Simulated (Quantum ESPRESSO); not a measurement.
Band energies of MgB2

```
CELL_PARAMETERS angstrom
      3.06276     0.00000     0.00000
     -1.53138     2.65243     0.00000
      0.00000     0.00000     3.52087
ATOMIC_POSITIONS crystal
  B  0.66667 0.33333 0.50000
  B  0.33333 0.66667 0.50000
  Mg 0.00000 0.00000 0.00000
```

norm-conserving PBEsol (Quantum ESPRESSO, 84 Ry, scalar-relativistic); path ΓMKΓALHA,LM,KH; energies in eV from the Fermi level.

| k (1/Å) | point | band 4 | band 5 | band 6 | band 7 | band 8 | band 9 | band 10 | band 11 |
|---|---|---|---|---|---|---|---|---|---|
| 0.00 | Γ | -41.77 | -12.49 | -3.02 | 0.44 | 0.44 | 1.58 | 6.44 | 6.44 |
| 0.43 |  | -41.77 | -11.91 | -2.46 | -1.93 | -0.62 | 2.11 | 5.89 | 8.23 |
| 0.97 |  | -41.76 | -9.61 | -6.55 | -2.01 | -0.39 | 3.76 | 3.90 | 5.08 |
| 1.18 | M | -41.76 | -8.52 | -7.88 | -2.15 | 0.19 | 3.08 | 3.97 | 5.29 |
| 1.53 |  | -41.76 | -8.20 | -7.55 | -3.89 | 0.60 | 2.87 | 5.52 | 5.64 |
| 1.87 | K | -41.76 | -7.24 | -7.24 | -5.92 | 1.81 | 1.81 | 6.16 | 6.16 |
| 1.97 |  | -41.76 | -7.80 | -6.82 | -5.71 | 1.28 | 2.33 | 5.82 | 6.43 |
| 2.50 |  | -41.77 | -10.81 | -3.89 | -2.86 | -1.40 | 3.24 | 5.88 | 7.38 |
| 3.03 |  | -41.77 | -12.35 | -2.89 | -0.23 | 0.08 | 1.71 | 6.43 | 6.94 |
| 3.24 | Γ | -41.77 | -12.49 | -3.02 | 0.44 | 0.44 | 1.58 | 6.44 | 6.44 |
| 3.57 |  | -41.77 | -12.19 | -4.80 | 0.55 | 0.55 | 4.07 | 6.53 | 6.53 |
| 4.02 |  | -41.78 | -11.27 | -7.37 | 0.79 | 0.79 | 6.76 | 6.76 | 8.12 |
| 4.13 | A | -41.78 | -11.19 | -7.52 | 0.81 | 0.81 | 6.78 | 6.78 | 8.11 |
| 4.52 |  | -41.78 | -10.75 | -6.96 | -1.08 | -0.16 | 5.30 | 6.63 | 8.74 |
| 5.02 |  | -41.77 | -8.98 | -5.11 | -4.83 | -1.60 | 0.42 | 5.99 | 9.26 |
| 5.31 | L | -41.77 | -7.54 | -6.96 | -3.59 | -1.86 | -1.30 | 5.86 | 8.91 |
| 5.54 |  | -41.77 | -7.41 | -6.83 | -3.41 | -2.62 | -1.27 | 6.29 | 6.88 |
| 6.00 | H | -41.77 | -6.34 | -6.34 | -5.25 | -2.02 | -2.02 | 3.61 | 11.76 |
| 6.48 |  | -41.77 | -9.03 | -4.86 | -4.06 | -3.22 | 1.01 | 5.74 | 8.76 |
| 6.97 |  | -41.78 | -10.76 | -6.98 | -0.90 | -0.35 | 5.40 | 7.04 | 8.23 |
| 7.36 | A | -41.78 | -11.19 | -7.52 | 0.81 | 0.81 | 6.78 | 6.78 | 8.11 |
| 7.36 | L | -41.77 | -7.54 | -6.96 | -3.59 | -1.86 | -1.30 | 5.86 | 8.91 |
| 7.76 |  | -41.77 | -8.03 | -7.40 | -2.27 | -1.99 | 0.02 | 5.17 | 9.29 |
| 8.26 | M | -41.76 | -8.52 | -7.88 | -2.15 | 0.19 | 3.08 | 3.97 | 5.29 |
| 8.26 | K | -41.76 | -7.24 | -7.24 | -5.92 | 1.81 | 1.81 | 6.16 | 6.16 |
| 8.65 |  | -41.77 | -6.94 | -6.94 | -5.67 | -0.14 | -0.14 | 5.57 | 8.92 |
| 9.15 | H | -41.77 | -6.34 | -6.34 | -5.25 | -2.02 | -2.02 | 3.61 | 11.76 |

A metal at this level: along this path bands 7, 8, 9 cross the Fermi level.

Geometry of the Materials Project entry, not relaxed at this level.
